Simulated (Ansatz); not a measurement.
## Clamped-ion strain scan in ZrOs

The calculation used DFT PBEsol, scalar-relativistic, plane waves, PAW (Ansatz). The runs took a 420 eV cutoff, a Γ-centred 14×14×14 mesh and Gaussian smearing (0.15 eV). Spin–orbit coupling is left out, which can shift energies with elements as heavy as these. No spin polarisation. Energies are free energies at this smearing, counted from the undisturbed cell; pressure is positive in compression.

Zero of the scan (as given, not relaxed at this level; it stands at -3.2 GPa, and it needn't be the usual structure):

```yaml
crystal:
  lattice:
    - [3.26300, 0.00000, 0.00000]
    - [0.00000, 3.26300, 0.00000]
    - [0.00000, 0.00000, 3.26300]
  atoms:
    - { symbol: Zr, position: [0.50000, 0.50000, 0.50000] }
    - { symbol: Os, position: [0.00000, 0.00000, 0.00000] }
```

The cell is strained by ε times the Voigt pattern (0, 0, 0, 0, 1, 0) (xx, yy, zz, yz, xz, xy; engineering shear) with fractional coordinates fixed. The cell is metallic on the mesh throughout.

Over the sampled range (-0.0400 to 0.0350), is the undisturbed cell the lowest point?

Yes, every other sampled point lies higher (or within rounding).

The scan:

| ε | ΔE (meV/atom) |
| --- | --- |
| -0.0400 | 7.8 |
| -0.0200 | 1.9 |
| 0.0000 | 0.0 |
| 0.0050 | 0.1 |
| 0.0100 | 0.5 |
| 0.0150 | 1.1 |
| 0.0250 | 3.0 |
| 0.0300 | 4.4 |
| 0.0350 | 6.0 |